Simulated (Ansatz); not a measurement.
In₂O₃:
```cif
data_In32O48
_chemical_formula_sum 'In32 O48'
_space_group_name_H-M_alt 'Ia-3'
_space_group_IT_number 206
_space_group_name_Hall '-I 2b 2c 3'
_cell_length_a 10.15815
_cell_length_b 10.15815
_cell_length_c 10.15815
_cell_angle_alpha 90.000
_cell_angle_beta 90.000
_cell_angle_gamma 90.000
loop_
_atom_site_label
_atom_site_type_symbol
_atom_site_symmetry_multiplicity
_atom_site_Wyckoff_symbol
_atom_site_fract_x
_atom_site_fract_y
_atom_site_fract_z
_atom_site_occupancy
In1 In 8 b 0.25000 0.25000 0.25000 1
In2 In 24 d 0.00000 0.25000 0.46607 1
O1 O 48 e 0.10987 0.34536 0.11785 1
```
(The calculation used a cell of 40 atoms; values per cell refer to that cell.)

Relaxed with r²SCAN. Independent-particle spectrum: no excitons, no local fields, no scissors shift; 0.1 eV broadening; ε₁ of the summed bands alone.

Question: Tabulate the dielectric function from r²SCAN (plane waves, PAW; program Ansatz).

Answer: 

```csv
E (eV),ε₁ xx,ε₂ xx
0.0,4.03,0.00
0.4,4.04,0.00
0.8,4.09,0.00
1.2,4.16,0.00
1.6,4.29,0.00
2.0,4.53,0.01
2.4,5.10,0.20
2.8,5.00,1.04
3.2,4.74,1.34
3.6,4.53,1.51
4.0,4.38,1.63
4.4,4.27,1.72
4.8,4.19,1.83
5.2,4.15,1.95
5.6,4.12,2.10
6.0,4.06,2.31
6.4,4.05,2.52
6.8,3.82,2.94
7.2,3.57,3.09
7.6,3.24,3.09
8.0,3.32,3.40
8.4,2.70,3.68
8.8,2.52,3.62
9.2,1.70,3.31
9.6,1.64,3.28
10.0,1.61,3.10
10.4,1.39,3.00
10.8,1.08,3.00
11.2,1.14,2.78
11.6,1.38,2.52
12.0,1.26,2.76
```

With all bands, ε∞ without local fields is 4.31.

Symmetry was held in the r²SCAN relaxation. Scalar-relativistic: spin–orbit coupling is off unless named, which matters more the heavier the elements.

Potentials: the later of the program's two PAW sets.
